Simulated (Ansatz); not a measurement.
Input for Ansatz (plane-wave DFT, PAW):

```yaml
crystal:
  lattice:
    - [-1.443, 1.443, 1.443]
    - [1.443, -1.443, 1.443]
    - [1.443, 1.443, -1.443]
  atoms:
    - { symbol: Fe, position: [0.0, 0.0, 0.0], spin: 2.65 }
basis:
  ecutwfc: 420
kpoints:
  mp_grid: { grid: [10, 10, 10] }
hamiltonian:
  xc: pbesol
scf:
  occupations: { method: gaussian, width: 0.1 }
output:
  forces: true
  stress: true
  eigenvalues: true
  populations: true
magnetization:
  spin_polarized: true
relax:
  adjacent_minimum: "off"
  f_tol: 0.05
  max_steps: 80
  cell: { stress_tol: 0.5 }
```

Run as
```bash
ansatz run input.yaml --threads 1 --pin off --max-ram 2560MiB --backend cpu --events-out ev --progress --plain --runs-dir out
```

Method: Ansatz 0.2.0, DFT PBEsol, scalar-relativistic, plane waves, PAW.

Abridged output:

```
Pseudopotentials: kind: paw
Pseudopotential: Fe, paw, valence charge 16, recommended cutoff 420 eV (normal)
Functional definition: PBEsol
Crystal: 1 atom, lattice volume = 12.019 Å³
Basis set: ecut = 420 eV, 225 PW (Γ), exchange–correlation on 36×36×36 points (8 copies of the dense FFT grid, shifted against one another)
Bands: 14, of which v1, the nominal top of the filled ones, is band 8 counted from 1 (7 counted from 0)
Symmetry: 48 space group operations
Space group: Im-3m (ITA 229), of the structure as read, at distance tolerance 2.3e-5 Å
Magnetic group: BNS 229.140 (UNI 1642), of the structure as read, at distance tolerance 2.3e-5 Å
k-points: 47 of 1000
Initial density: superposition of atomic densities (chi_scale 0.1, normalization cell)
Starting moments: Σ|m| = 2.65 μB on 1 of 1 site
Initial wavefunctions: pseudopotential atomic-orbital guess
Functional: x = pbesol(κ = 0.804, μ = 0.12345679), c = pbesol(β = 0.046)
SCF iter   1: F=—  HF=-4448.900057 eV  |F-HF|=—  |Δ(HF+E_count)|=         —  Δρ=7.76e-2 (↑7.35e-2 ↓7.76e-2) dr2=1.66e0  dr2_m=6.13e-2  M=2.298 μB ∫|m|=2.349 μB  β_m=0.30  ethr=3.10e-3  ⟨swp⟩=4.5  Hψ=6172  notcnv=0
Mixer restart at iter 1: flushing history
SCF iter   2: F=—  HF=-4448.223806 eV  |F-HF|=—  |Δ(HF+E_count)|=   6.76e-1  Δρ=3.50e-2 (↑3.50e-2 ↓1.87e-2) dr2=4.04e-2  dr2_m=6.59e-2  M=2.392 μB ∫|m|=2.465 μB  β_m=0.28  ethr=3.10e-3  ⟨swp⟩=3.1  Hψ=3257  notcnv=0  defer=115
SCF iter   3: F=—  HF=-4448.427029 eV  |F-HF|=—  |Δ(HF+E_count)|=         —  Δρ=1.84e-2 (↑1.32e-2 ↓1.84e-2) dr2=2.34e-3  dr2_m=2.58e-2  M=2.233 μB ∫|m|=2.312 μB  β_m=0.28  ethr=2.52e-4  ⟨swp⟩=2.6  Hψ=2564  notcnv=0  defer=115
Mixer restart at iter 3: flushing history
SCF iter   4: F=—  HF=-4448.553105 eV  |F-HF|=—  |Δ(HF+E_count)|=   1.26e-1  Δρ=1.46e-2 (↑9.97e-3 ↓1.46e-2) dr2=3.04e-3  dr2_m=1.51e-2  M=2.216 μB ∫|m|=2.305 μB  β_m=0.64  ethr=1.47e-5  ⟨swp⟩=2.0  Hψ=2371  notcnv=0  defer=115
SCF iter   5: F=—  HF=-4448.769722 eV  |F-HF|=—  |Δ(HF+E_count)|=   2.17e-1  Δρ=5.99e-3 (↑5.99e-3 ↓3.10e-3) dr2=1.74e-3  dr2_m=1.33e-3  M=2.159 μB ∫|m|=2.282 μB  β_m=0.64  ethr=1.47e-5  ⟨swp⟩=2.4  Hψ=2587  notcnv=0  defer=112
SCF iter   6: F=—  HF=-4448.773547 eV  |F-HF|=—  |Δ(HF+E_count)|=   3.83e-3  Δρ=6.59e-3 (↑6.59e-3 ↓3.10e-3) dr2=8.05e-3  dr2_m=3.75e-4  M=2.174 μB ∫|m|=2.302 μB  β_m=0.54  ethr=1.08e-5  ⟨swp⟩=2.0  Hψ=2992  notcnv=0  defer=113
SCF iter   7: F=—  HF=-4448.775429 eV  |F-HF|=—  |Δ(HF+E_count)|=   1.88e-3  Δρ=3.26e-4 (↑3.26e-4 ↓2.66e-4) dr2=1.57e-5  dr2_m=5.86e-6  M=2.160 μB ∫|m|=2.291 μB  β_m=0.57  ethr=1.08e-5  ⟨swp⟩=2.3  Hψ=2321  notcnv=0  defer=110
SCF iter   8: F=—  HF=-4448.775567 eV  |F-HF|=—  |Δ(HF+E_count)|=   1.38e-4  Δρ=8.95e-5 (↑8.95e-5 ↓6.87e-5) dr2=3.27e-7  dr2_m=5.13e-7  M=2.159 μB ∫|m|=2.291 μB  β_m=0.78  ethr=9.79e-8  ⟨swp⟩=2.1  Hψ=2058  notcnv=0  defer=109
SCF iter   9: F=—  HF=-4448.775568 eV  |F-HF|=—  |Δ(HF+E_count)|=   1.41e-6  Δρ=8.45e-5 (↑8.45e-5 ↓1.78e-5) dr2=8.51e-7  dr2_m=1.26e-7  M=2.159 μB ∫|m|=2.291 μB  β_m=0.89  ethr=2.05e-9  ⟨swp⟩=2.0  Hψ=1652  notcnv=0  defer=109
SCF iter  10: F=—  HF=-4448.775568 eV  |F-HF|=—  |Δ(HF+E_count)|=   2.62e-7  Δρ=1.40e-5 (↑1.40e-5 ↓8.01e-6) dr2=3.59e-9  dr2_m=1.32e-8  M=2.159 μB ∫|m|=2.291 μB  β_m=0.95  ethr=2.05e-9  ⟨swp⟩=2.5  Hψ=1959  notcnv=0  defer=109
SCF iter  11: F=-4448.775568 eV  HF=-4448.775568 eV  |F-HF|=8.82e-11  |Δ(HF+E_count)|=   1.34e-9  Δρ=2.05e-6 (↑2.05e-6 ↓1.47e-6) dr2=2.65e-10  dr2_m=1.67e-10  M=2.159 μB ∫|m|=2.291 μB  ethr=2.24e-11  ⟨swp⟩=4.6  Hψ=4817  notcnv=0
SCF 1 converged in 11 iterations: F = -4448.775568 eV  dr2 = 2.65e-10
relax step   1: F+E_penalty+E_count = -4448.77556819 eV  Δ(F+E_penalty+E_count) = +0.000e0 eV  max|allowed force component| = 0.000e0 eV/Å  Δτ_max = 0.0000 Å  P = -19.949 GPa  Ω = 12.019 Å³  (11 SCF iters, dr2 threshold 1.00e-7 eV, accepted)
Crystal: 1 atom, lattice volume = 11.155 Å³
Initial density: handed on by an earlier stage of this run
Starting moments: Σ|m| = 2.65 μB on 1 of 1 site; this step starts from the density that it was given
Initial wavefunctions: those handed on with the density
SCF iter   1: F=—  HF=-4448.863803 eV  |F-HF|=—  |Δ(HF+E_count)|=         —  Δρ=1.99e-2 (↑1.99e-2 ↓6.32e-3) dr2=4.81e-2  dr2_m=6.27e-3  M=2.129 μB ∫|m|=2.224 μB  β_m=0.30  ethr=2.99e-4  ⟨swp⟩=1.0  Hψ=8573  notcnv=0
SCF iter   2: F=—  HF=-4448.844392 eV  |F-HF|=—  |Δ(HF+E_count)|=   1.94e-2  Δρ=5.17e-3 (↑3.04e-3 ↓5.17e-3) dr2=8.09e-4  dr2_m=1.27e-3  M=2.132 μB ∫|m|=2.234 μB  β_m=0.29  ethr=2.99e-4  ⟨swp⟩=2.4  Hψ=2173  notcnv=0
SCF iter   3: F=—  HF=-4448.847004 eV  |F-HF|=—  |Δ(HF+E_count)|=   2.61e-3  Δρ=3.20e-3 (↑2.50e-3 ↓3.20e-3) dr2=9.96e-5  dr2_m=7.39e-4  M=2.132 μB ∫|m|=2.234 μB  β_m=0.57  ethr=5.06e-6  ⟨swp⟩=2.2  Hψ=2149  notcnv=0
SCF iter   4: F=—  HF=-4448.850832 eV  |F-HF|=—  |Δ(HF+E_count)|=   3.83e-3  Δρ=8.17e-4 (↑5.55e-4 ↓8.17e-4) dr2=1.49e-4  dr2_m=5.98e-6  M=2.131 μB ∫|m|=2.235 μB  β_m=0.79  ethr=6.22e-7  ⟨swp⟩=2.1  Hψ=2229  notcnv=0  defer=1
SCF iter   5: F=—  HF=-4448.851104 eV  |F-HF|=—  |Δ(HF+E_count)|=   2.73e-4  Δρ=2.55e-4 (↑2.55e-4 ↓7.69e-5) dr2=6.82e-6  dr2_m=1.02e-6  M=2.131 μB ∫|m|=2.236 μB  β_m=0.73  ethr=6.22e-7  ⟨swp⟩=2.0  Hψ=1669  notcnv=0  defer=3
SCF iter   6: F=—  HF=-4448.851103 eV  |F-HF|=—  |Δ(HF+E_count)|=   1.50e-6  Δρ=7.55e-5 (↑7.55e-5 ↓2.95e-5) dr2=8.03e-7  dr2_m=6.39e-8  M=2.131 μB ∫|m|=2.236 μB  β_m=0.86  ethr=4.26e-8  ⟨swp⟩=1.1  Hψ=1384  notcnv=0  defer=4
SCF iter   7: F=—  HF=-4448.851104 eV  |F-HF|=—  |Δ(HF+E_count)|=   8.85e-7  Δρ=9.24e-6 (↑9.24e-6 ↓4.38e-6) dr2=1.45e-8  dr2_m=7.22e-10  M=2.131 μB ∫|m|=2.236 μB  β_m=0.91  ethr=5.02e-9  ⟨swp⟩=2.3  Hψ=1827  notcnv=0  defer=4
SCF iter   8: F=-4448.851104 eV  HF=-4448.851104 eV  |F-HF|=3.09e-11  |Δ(HF+E_count)|=   5.24e-9  Δρ=6.91e-7 (↑2.06e-7 ↓6.91e-7) dr2=3.84e-11  dr2_m=7.18e-12  M=2.131 μB ∫|m|=2.236 μB  ethr=9.06e-11  ⟨swp⟩=1.9  Hψ=4012  notcnv=0
SCF 2 converged in 8 iterations: F = -4448.851104 eV  dr2 = 3.84e-11
relax step   2: F+E_penalty+E_count = -4448.85110377 eV  Δ(F+E_penalty+E_count) = -7.554e-2 eV  max|allowed force component| = 0.000e0 eV/Å  Δτ_max = 0.0000 Å  P = -6.541 GPa  Ω = 11.155 Å³  energy of the carried Pulay correction = +5.044e-4 eV  (8 SCF iters, dr2 threshold 1.00e-7 eV, accepted)
Crystal: 1 atom, lattice volume = 10.778 Å³
Basis set: ecut = 420 eV, 201 PW (Γ), exchange–correlation on 36×36×36 points (8 copies of the dense FFT grid, shifted against one another)
SCF iter   1: F=—  HF=-4448.859340 eV  |F-HF|=—  |Δ(HF+E_count)|=         —  Δρ=1.11e-2 (↑1.11e-2 ↓3.46e-3) dr2=1.44e-2  dr2_m=1.93e-3  M=2.113 μB ∫|m|=2.202 μB  β_m=0.30  ethr=9.20e-5  ⟨swp⟩=1.0  Hψ=8324  notcnv=0
SCF iter   2: F=—  HF=-4448.853359 eV  |F-HF|=—  |Δ(HF+E_count)|=   5.98e-3  Δρ=1.62e-3 (↑1.62e-3 ↓1.46e-3) dr2=1.02e-4  dr2_m=1.52e-4  M=2.122 μB ∫|m|=2.214 μB  β_m=0.30  ethr=9.02e-5  ⟨swp⟩=2.4  Hψ=2153  notcnv=0
SCF iter   3: F=—  HF=-4448.854359 eV  |F-HF|=—  |Δ(HF+E_count)|=   1.00e-3  Δρ=1.19e-3 (↑1.01e-3 ↓1.19e-3) dr2=4.95e-5  dr2_m=7.17e-5  M=2.122 μB ∫|m|=2.214 μB  β_m=0.55  ethr=6.36e-7  ⟨swp⟩=2.3  Hψ=1842  notcnv=0
SCF iter   4: F=—  HF=-4448.856501 eV  |F-HF|=—  |Δ(HF+E_count)|=   2.14e-3  Δρ=6.82e-4 (↑6.09e-4 ↓6.82e-4) dr2=1.25e-4  dr2_m=1.91e-6  M=2.121 μB ∫|m|=2.214 μB  β_m=0.78  ethr=3.09e-7  ⟨swp⟩=2.0  Hψ=2130  notcnv=0
SCF iter   5: F=—  HF=-4448.857344 eV  |F-HF|=—  |Δ(HF+E_count)|=   8.43e-4  Δρ=9.83e-5 (↑9.83e-5 ↓9.02e-5) dr2=1.74e-6  dr2_m=1.09e-7  M=2.120 μB ∫|m|=2.214 μB  β_m=0.82  ethr=3.09e-7  ⟨swp⟩=2.0  Hψ=2081  notcnv=0
SCF iter   6: F=—  HF=-4448.857357 eV  |F-HF|=—  |Δ(HF+E_count)|=   1.32e-5  Δρ=6.40e-5 (↑6.40e-5 ↓4.55e-5) dr2=8.95e-7  dr2_m=2.71e-8  M=2.120 μB ∫|m|=2.214 μB  β_m=0.91  ethr=1.09e-8  ⟨swp⟩=2.7  Hψ=2049  notcnv=0
SCF iter   7: F=—  HF=-4448.857361 eV  |F-HF|=—  |Δ(HF+E_count)|=   3.90e-6  Δρ=2.61e-6 (↑2.29e-6 ↓2.61e-6) dr2=1.89e-9  dr2_m=4.51e-11  M=2.120 μB ∫|m|=2.213 μB  β_m=0.95  ethr=5.59e-9  ⟨swp⟩=2.0  Hψ=2003  notcnv=0
SCF iter   8: F=-4448.857361 eV  HF=-4448.857361 eV  |F-HF|=7.38e-10  |Δ(HF+E_count)|=   6.12e-9  Δρ=1.95e-6 (↑1.95e-6 ↓1.44e-6) dr2=8.00e-10  dr2_m=8.85e-12  M=2.120 μB ∫|m|=2.213 μB  ethr=1.18e-11  ⟨swp⟩=1.7  Hψ=3935  notcnv=0
SCF 3 converged in 8 iterations: F = -4448.857361 eV  dr2 = 8.00e-10
relax step   3: F+E_penalty+E_count = -4448.85736096 eV  Δ(F+E_penalty+E_count) = -6.257e-3 eV  max|allowed force component| = 0.000e0 eV/Å  Δτ_max = 0.0000 Å  P = +1.606 GPa  Ω = 10.778 Å³  energy of the carried Pulay correction = +7.370e-4 eV  (8 SCF iters, dr2 threshold 1.00e-7 eV, accepted)
Crystal: 1 atom, lattice volume = 10.846 Å³
SCF iter   1: F=—  HF=-4448.857742 eV  |F-HF|=—  |Δ(HF+E_count)|=         —  Δρ=2.26e-3 (↑2.26e-3 ↓5.76e-4) dr2=5.17e-4  dr2_m=1.01e-4  M=2.125 μB ∫|m|=2.221 μB  β_m=0.65  ethr=3.30e-6  ⟨swp⟩=2.0  Hψ=7642  notcnv=0
SCF iter   2: F=—  HF=-4448.857759 eV  |F-HF|=—  |Δ(HF+E_count)|=   1.70e-5  Δρ=1.93e-3 (↑1.93e-3 ↓1.33e-3) dr2=6.55e-4  dr2_m=9.43e-6  M=2.123 μB ∫|m|=2.218 μB  β_m=0.31  ethr=3.23e-6  ⟨swp⟩=2.1  Hψ=2123  notcnv=0
SCF iter   3: F=—  HF=-4448.857565 eV  |F-HF|=—  |Δ(HF+E_count)|=   1.94e-4  Δρ=3.78e-4 (↑2.68e-4 ↓3.78e-4) dr2=2.02e-6  dr2_m=8.80e-6  M=2.124 μB ∫|m|=2.220 μB  β_m=0.62  ethr=3.23e-6  ⟨swp⟩=2.4  Hψ=1846  notcnv=0
SCF iter   4: F=—  HF=-4448.857651 eV  |F-HF|=—  |Δ(HF+E_count)|=   8.67e-5  Δρ=1.53e-4 (↑1.53e-4 ↓1.44e-4) dr2=7.34e-6  dr2_m=1.17e-8  M=2.124 μB ∫|m|=2.220 μB  β_m=0.81  ethr=1.26e-8  ⟨swp⟩=2.1  Hψ=2086  notcnv=0
SCF iter   5: F=—  HF=-4448.857671 eV  |F-HF|=—  |Δ(HF+E_count)|=   1.94e-5  Δρ=4.65e-5 (↑2.71e-5 ↓4.65e-5) dr2=3.41e-7  dr2_m=1.56e-8  M=2.124 μB ∫|m|=2.220 μB  β_m=0.88  ethr=1.26e-8  ⟨swp⟩=2.0  Hψ=2015  notcnv=0
SCF iter   6: F=—  HF=-4448.857673 eV  |F-HF|=—  |Δ(HF+E_count)|=   1.83e-6  Δρ=2.72e-6 (↑1.79e-6 ↓2.72e-6) dr2=1.75e-10  dr2_m=3.76e-10  M=2.124 μB ∫|m|=2.220 μB  β_m=0.94  ethr=2.13e-9  ⟨swp⟩=2.0  Hψ=2067  notcnv=0
SCF iter   7: F=-4448.857673 eV  HF=-4448.857673 eV  |F-HF|=6.52e-9  |Δ(HF+E_count)|=   1.56e-8  Δρ=5.63e-6 (↑5.63e-6 ↓4.57e-6) dr2=8.05e-9  dr2_m=4.86e-11  M=2.124 μB ∫|m|=2.220 μB  ethr=1.09e-12  ⟨swp⟩=1.1  Hψ=3861  notcnv=0
SCF 4 converged in 7 iterations: F = -4448.857673 eV  dr2 = 8.05e-9
relax step   4: F+E_penalty+E_count = -4448.85767269 eV  Δ(F+E_penalty+E_count) = -3.117e-4 eV  max|allowed force component| = 0.000e0 eV/Å  Δτ_max = 0.0000 Å  P = +0.057 GPa  Ω = 10.846 Å³  energy of the carried Pulay correction = +6.942e-4 eV  (7 SCF iters, dr2 threshold 1.00e-7 eV, accepted)
Initial wavefunctions: pseudopotential atomic-orbital guess (no wavefunctions were taken with the density)
SCF iter   1: F=—  HF=-4448.857057 eV  |F-HF|=—  |Δ(HF+E_count)|=         —  Δρ=9.92e-5 (↑7.55e-5 ↓9.92e-5) dr2=7.12e-7  dr2_m=1.07e-7  M=2.124 μB ∫|m|=2.220 μB  β_m=0.65  ethr=3.75e-9  ⟨swp⟩=3.2  Hψ=10398  notcnv=0
SCF iter   2: F=—  HF=-4448.857057 eV  |F-HF|=—  |Δ(HF+E_count)|=   8.99e-9  Δρ=3.57e-5 (↑2.38e-5 ↓3.57e-5) dr2=3.37e-8  dr2_m=1.86e-8  M=2.124 μB ∫|m|=2.220 μB  β_m=0.57  ethr=3.75e-9  ⟨swp⟩=2.6  Hψ=1968  notcnv=0
SCF iter   3: F=—  HF=-4448.857057 eV  |F-HF|=—  |Δ(HF+E_count)|=   1.80e-7  Δρ=9.67e-6 (↑9.67e-6 ↓9.36e-6) dr2=3.32e-9  dr2_m=4.73e-9  M=2.124 μB ∫|m|=2.220 μB  β_m=0.71  ethr=2.11e-10  ⟨swp⟩=2.0  Hψ=2051  notcnv=0
SCF iter   4: F=—  HF=-4448.857057 eV  |F-HF|=—  |Δ(HF+E_count)|=   5.83e-8  Δρ=8.42e-6 (↑6.61e-6 ↓8.42e-6) dr2=1.59e-8  dr2_m=2.51e-10  M=2.124 μB ∫|m|=2.220 μB  β_m=0.71  ethr=2.08e-11  ⟨swp⟩=2.1  Hψ=2017  notcnv=0
SCF iter   5: F=—  HF=-4448.857057 eV  |F-HF|=—  |Δ(HF+E_count)|=   3.12e-8  Δρ=1.01e-6 (↑8.00e-7 ↓1.01e-6) dr2=1.85e-10  dr2_m=5.61e-12  M=2.124 μB ∫|m|=2.220 μB  β_m=0.85  ethr=2.08e-11  ⟨swp⟩=2.0  Hψ=2079  notcnv=0
SCF iter   6: F=—  HF=-4448.857057 eV  |F-HF|=—  |Δ(HF+E_count)|=   2.30e-9  Δρ=1.03e-6 (↑1.03e-6 ↓7.27e-7) dr2=2.36e-10  dr2_m=3.29e-12  M=2.124 μB ∫|m|=2.220 μB  β_m=0.85  ethr=1.16e-12  ⟨swp⟩=2.1  Hψ=1749  notcnv=0
SCF iter   7: F=-4448.857057 eV  HF=-4448.857057 eV  |F-HF|=2.18e-11  |Δ(HF+E_count)|=  4.72e-10  Δρ=3.64e-7 (↑3.64e-7 ↓2.26e-7) dr2=2.69e-11  dr2_m=5.43e-13  M=2.124 μB ∫|m|=2.220 μB  ethr=1.16e-12  ⟨swp⟩=1.8  Hψ=4030  notcnv=0
SCF 5 converged in 7 iterations: F = -4448.857057 eV  dr2 = 2.69e-11
SCF converged after 7 iterations
Magnetization: 2.1244 μB (9.0622 up, 6.9378 down)
Absolute magnetization: 2.2201 μB (∫|ρ↑−ρ↓|, with the PAW one-centre terms)
Spin contamination: 0.0293 ħ² per cell (⟨S²⟩ above its minimum at these occupations)
Per-site moments (μB) at R_I (Å): [(2.15794711, 0.99629781)]
Free energy (F): -4448.857057 eV
Harris-Foulkes:  -4448.857057 eV  (|F-HF|=2.18e-11)
Internal energy: -4448.851933 eV  (E = F + TS)
E sigma→0 (E₀):  -4448.854495 eV
Entropy (-TS):   -0.005125 eV (-5.125 meV/atom)
Fermi energy:    19.555581 eV
--- Per-component energies (eV) ---
  E_band       = -196.973625
  E_kinetic    = 352.122853
  E_local      = -2006.572825  (includes V_loc(G=0)·N_el)
  E_nonlocal   = 219.113930
  E_hartree    = 843.714820
  E_xc         = -117.696895
  E_vxc        = -152.202035  (∫ρ·V_xc dr)
  E_paw        = -1334.591913  (= ΣΔE_a)
  E_vpaw       = -296.865680  (= ΣTr[D̂ρ^β])
  E_aug_tail   = 0.000797  (compensation charges beyond the density's cutoff)
  E_ewald      = -2405.121900
  E_core_change = 0.179202  (= ΣΔE_core)
  E_smearing   = -0.005125  (= −TS)
--- Forces (eV/Å), atoms counted from 1 ---
  atom   1  Fe     0.00000000     0.00000000     0.00000000
--- Stress (GPa, compression-positive) ---
        0.065470       0.000000       0.000000
        0.000000       0.065470       0.000000
        0.000000       0.000000       0.065470
  P = ⅓ Tr σ = 0.0655 GPa (0.655 kbar)
--- Band table (eV; the first three rows and the last of 94) ---
  k-point 0 ↑: bands = ["-68.3712", "-34.2507", "-34.2507", "-34.2507", "10.5798", "17.0502", "17.0502", "17.0502", "18.4306", "18.4306", "44.1250", "44.1250", "44.1250", "49.9675"]
  k-point 1 ↑: bands = ["-68.3619", "-34.2988", "-34.2665", "-34.2508", "11.0074", "16.9287", "17.0327", "17.2884", "18.3185", "18.4410", "42.0658", "43.5975", "44.0069", "48.9946"]
  k-point 2 ↑: bands = ["-68.3373", "-34.4234", "-34.3075", "-34.2508", "12.1836", "16.6197", "16.9158", "17.9456", "18.2070", "18.4777", "37.9006", "41.7818", "43.7709", "45.8239"]
  k-point 46 ↓: bands = ["-65.6534", "-32.1356", "-32.1356", "-32.1356", "16.0260", "16.0260", "21.8479", "21.8479", "21.8479", "29.8789", "29.8789", "29.8789", "36.6922", "36.6922"]
--- Relaxed structure (4 steps of the walk, 4 accepted, 1 SCFs on fresh bases) ---
  F+E_penalty+E_count = -4448.85705735 eV   max|allowed force component| = 0.000e0 eV/Å   (the final SCF, on the basis selected at the relaxed cell)
  cell:  # Å, volume = 10.8461 Å³
    - [-1.39445529, 1.39445529, 1.39445529]
    - [1.39445529, -1.39445529, 1.39445529]
    - [1.39445529, 1.39445529, -1.39445529]
  atoms:
    - { symbol: Fe, position: [0.0, 0.0, 0.0] }
--- Löwdin populations: 1 site ---
  site symbol q [e]    m [muB]
     0     Fe     15.7803     2.1877
  spilling = 0.013729 (of n_electrons = 16.000000)
```

The relaxation met its thresholds.

It took 4.2 s on 1 thread of Intel(R) Xeon(R) 6975P-C (Granite Rapids), with other jobs on the host, peak memory 0.34 GiB.

The k mesh is coarse.